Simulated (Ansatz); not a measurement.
GaN:
```cif
data_GaN
_chemical_formula_sum 'Ga1 N1'
_space_group_name_H-M_alt 'P 1'
_space_group_IT_number 1
_cell_length_a 2.70215
_cell_length_b 2.70215
_cell_length_c 2.70215
_cell_angle_alpha 90.000
_cell_angle_beta 90.000
_cell_angle_gamma 90.000
loop_
_space_group_symop_operation_xyz
  'x, y, z'
loop_
_atom_site_label
_atom_site_type_symbol
_atom_site_fract_x
_atom_site_fract_y
_atom_site_fract_z
_atom_site_occupancy
Ga1 Ga 0.00000 0.00000 0.00000 1
N1 N 0.50000 0.50000 0.50000 1
```

Relaxed with PBEsol.

Question: Decompose the optical modes at the zone centre into irreducible representations, and say which are infrared and Raman allowed.

Answer: Point group m-3m: Γ_opt = T1u. Infrared: T1u. Raman: none.

Question: Assign frequencies (DFPT, PBEsol in the plane-wave PAW code Ansatz).

Answer: T1u 257i cm⁻¹.

Space group Pm-3m (CsCl type). A made-up cell: these elements were put on the sites of a structure type; neither database checked (COD, Materials Project) lists it. It is not the phase usual at ambient conditions (space group No. 186, 216). The PBEsol relaxation kept the symmetry of its start. At this level the phase is dynamically unstable (imaginary phonons). As this level gives no gap, phonon frequencies hold no LO–TO term and depend on the k-mesh and smearing (Fermi–Dirac, 0.1 eV here).

Potentials: the later of the program's two PAW sets.
